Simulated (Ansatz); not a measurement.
Method: DFT PBE, scalar-relativistic, plane waves, PAW in Ansatz 0.2.0. All cells share a 420 eV cutoff and Γ-centred k meshes spaced at most about 0.3 Å⁻¹ (about 0.25 or finer for metals, 2π included). Collinear spin in cells that started with moments and kept them past the coarse steps, no spin elsewhere.

All energies are static (0 K, no zero-point motion). All come from trial cells, and lower structures may exist.

Question: These unrelaxed guesses for ReSb2 are each relaxed within their symmetry. Order them by the energy at which they end, lowest first.
A.

```cif
data_structure
_symmetry_space_group_name_H-M 'P6/mmm'
_symmetry_Int_Tables_number 191
_cell_length_a 4.5182
_cell_length_b 4.5182
_cell_length_c 4.6539
_cell_angle_alpha 90.000
_cell_angle_beta 90.000
_cell_angle_gamma 120.000
_cell_volume 82.28
loop_
_atom_site_label
_atom_site_type_symbol
_atom_site_symmetry_multiplicity
_atom_site_Wyckoff_symbol
_atom_site_fract_x
_atom_site_fract_y
_atom_site_fract_z
_atom_site_occupancy
Re1 Re 1 b 0.00000 0.00000 0.50000 1
Sb1 Sb 2 d 0.33333 0.66667 0.50000 1
```

B.

```cif
data_structure
_symmetry_space_group_name_H-M 'P6mm'
_symmetry_Int_Tables_number 183
_cell_length_a 3.6392
_cell_length_b 3.6392
_cell_length_c 7.6298
_cell_angle_alpha 90.000
_cell_angle_beta 90.000
_cell_angle_gamma 120.000
_cell_volume 87.51
loop_
_atom_site_label
_atom_site_type_symbol
_atom_site_symmetry_multiplicity
_atom_site_Wyckoff_symbol
_atom_site_fract_x
_atom_site_fract_y
_atom_site_fract_z
_atom_site_occupancy
Re1 Re 1 a 0.00000 0.00000 0.71932 1
Sb1 Sb 1 a 0.00000 0.00000 0.36797 1
Sb2 Sb 1 a 0.00000 0.00000 0.02275 1
```

Answer: A (ends in P6/mmm, 0 meV/atom), B (ends in P6/mmm, 86 meV/atom). Even the lowest end lies +0.87 eV/atom against the elements.

Spin–orbit coupling, which can matter for Re and Sb, is left out. Cells relaxed within their symmetry can be saddle points. Some structure types and database cells were kept out of the candidates from the start, so a known form may be missing.
